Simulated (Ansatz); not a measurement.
# Band table of Sb

```xyz
2
Lattice="2.1506 1.2416 3.8563 -2.1506 1.2416 3.8563 0.0000 -2.4833 3.8563" Properties=species:S:1:pos:R:3 pbc="T T T"
Sb    0.0000    0.0000    2.7030
Sb    0.0000    0.0000    8.8660
```

Atoms are numbered in the order listed.

The cell is a measured one (Crystallography Open Database entry 9009654); the temperature and pressure of the measurement aren't taken into account, and nothing was relaxed. The listed cell was then made from it by scaling, straining or moving an atom.

No spin–orbit coupling, which matters for the heavy atoms here.

The calculation used DFT, PBEsol, all-electron LAPW, scalar-relativistic in Ansatz 0.2.0.

Numerical set-up: a Γ-centred 9×9×9 k mesh, Fermi–Dirac smearing of 0.05 eV, basis error target 0.5 meV/atom, no spin polarisation.

Path points, in fractions of the reciprocal vectors: Γ (0.000, 0.000, 0.000), T (0.500, 0.500, 0.500), H2 (0.764, 0.236, 0.500), H0 (0.500, -0.236, 0.236), L (0.500, 0.000, 0.000), S0 (0.368, -0.368, 0.000), S2 (0.632, 0.000, 0.368), F (0.500, 0.000, 0.500). Levels in eV from the Fermi level; bands 19 to 26, counted from the lowest band of the run. The gap is zero.

```
# k(1/Å) point b19 b20 b21 b22 b23 b24 b25 b26
0.000 Γ -12.56 -4.99 -2.19 -1.62 -1.62 2.08 2.66 2.66
0.163 - -12.47 -5.52 -1.78 -1.60 -1.60 2.03 2.37 2.37
0.326 - -12.22 -6.56 -1.52 -1.52 -1.13 1.72 1.72 1.86
0.489 - -11.83 -7.64 -1.40 -1.40 -0.66 1.05 1.05 1.58
0.652 - -11.38 -8.54 -1.23 -1.23 -0.41 0.51 0.51 1.30
0.815 T -11.13 -8.94 -1.14 -1.14 -0.33 0.29 0.29 1.18
0.969 - -11.06 -8.90 -2.25 -1.62 -0.10 0.12 1.14 2.12
1.123 - -10.84 -8.78 -3.49 -2.65 -0.23 0.30 2.76 3.41
1.278 - -10.51 -8.66 -4.42 -3.65 -0.31 0.51 4.11 4.20
1.432 - -10.11 -8.70 -4.85 -4.43 -0.50 0.67 4.40 4.55
1.587 H2 -9.73 -8.98 -4.85 -4.70 -0.81 0.68 4.62 4.71
1.716 - -9.68 -9.05 -5.02 -4.24 -1.48 1.24 4.16 4.95
1.845 - -9.71 -9.05 -5.12 -3.48 -2.49 2.27 3.39 4.35
1.974 - -9.71 -9.05 -5.12 -3.48 -2.49 2.27 3.39 4.35
2.103 - -9.68 -9.05 -5.02 -4.24 -1.48 1.24 4.16 4.95
2.233 H0 -9.73 -8.98 -4.85 -4.70 -0.81 0.68 4.62 4.71
2.370 - -9.50 -9.34 -4.83 -4.15 -1.13 0.55 4.59 4.78
2.508 - -9.70 -9.42 -4.38 -3.32 -1.44 0.35 3.61 3.84
2.646 - -9.99 -9.44 -3.59 -2.31 -1.69 0.17 2.12 2.74
2.784 - -10.17 -9.48 -2.58 -1.84 -1.18 0.04 0.67 1.51
2.921 L -10.23 -9.50 -1.92 -1.84 -0.29 -0.20 0.02 0.56
3.099 - -10.87 -8.72 -1.97 -1.84 -0.66 0.25 0.29 0.72
3.276 - -11.59 -7.56 -2.06 -1.80 -0.99 0.84 0.98 1.17
3.453 - -12.12 -6.39 -2.09 -1.73 -1.31 1.57 1.73 1.80
3.630 - -12.45 -5.41 -2.12 -1.66 -1.55 2.07 2.34 2.41
3.807 Γ -12.56 -4.99 -2.19 -1.62 -1.62 2.08 2.66 2.66
4.022 - -12.39 -5.55 -2.20 -1.72 -1.44 1.96 1.96 2.64
4.237 - -11.91 -6.72 -2.82 -1.41 -1.13 0.74 1.00 3.06
4.452 - -11.14 -7.94 -3.73 -1.43 -1.38 0.34 0.76 3.82
4.667 - -10.14 -8.97 -4.57 -2.35 -2.16 1.35 1.64 4.77
4.882 S0 -9.72 -9.05 -5.13 -3.13 -2.88 2.73 2.93 4.29
4.996 - -9.62 -9.20 -5.02 -3.59 -2.14 1.69 3.58 4.68
5.111 - -9.52 -9.34 -4.84 -4.00 -1.33 0.72 4.29 4.93
5.225 - -9.52 -9.34 -4.84 -4.00 -1.33 0.72 4.29 4.93
5.339 - -9.62 -9.20 -5.02 -3.59 -2.14 1.69 3.58 4.68
5.453 S2 -9.72 -9.05 -5.13 -3.13 -2.88 2.73 2.93 4.29
5.530 - -9.91 -8.69 -5.24 -3.34 -3.07 2.88 3.44 3.96
5.607 - -10.06 -8.39 -5.31 -3.51 -3.23 2.46 3.92 4.31
5.684 - -10.16 -8.16 -5.32 -3.62 -3.35 2.01 4.34 4.81
5.762 - -10.23 -8.02 -5.32 -3.70 -3.42 1.70 4.64 5.23
5.839 F -10.25 -7.97 -5.31 -3.72 -3.44 1.59 4.75 5.40
```
